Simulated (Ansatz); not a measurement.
# What DFT gives for SrO

```
CELL_PARAMETERS angstrom
0.00000 2.61409 2.61409
2.61409 0.00000 2.61409
2.61409 2.61409 0.00000
ATOMIC_POSITIONS crystal
Sr 0.00000 0.00000 0.00000
O 0.50000 0.50000 0.50000
```

Single point in Ansatz 0.2.0 with r2SCAN, no spin polarisation. Cutoff 500 eV, PAW datasets, 8×8×8 Γ-centred k mesh, fermi-dirac filling (width 0.1 eV).

(1) Is there a gap, and of what kind?

(2) What is the formation energy?

(3) What does the stress say?

(4) What do density and ELF say about some of the short contacts?

Origin: a database entry at a rescaled volume.

## Answers

(1) The gap is 3.81 eV, indirect (the least direct gap found is 3.92 eV). A semilocal functional usually gives too small a gap.

(2) -2.97 eV an atom against the elements' usual phases (free molecules for gases, crystals otherwise, with no correction for O₂ or N₂), so it is bound against them; other compounds may still compete. Relaxing would lower it.

(3) The pressure is -3.4 GPa (compression positive), so with the atoms held at these fractions the cell would first shrink.

(4) Sr–O at 2.61 Å: least valence density 0.21 e/Å³ and ELF 0.09 there, a closed-shell (ionic or weak) contact. These are pseudo-fields; inside the PAW spheres they differ from the all-electron ones.
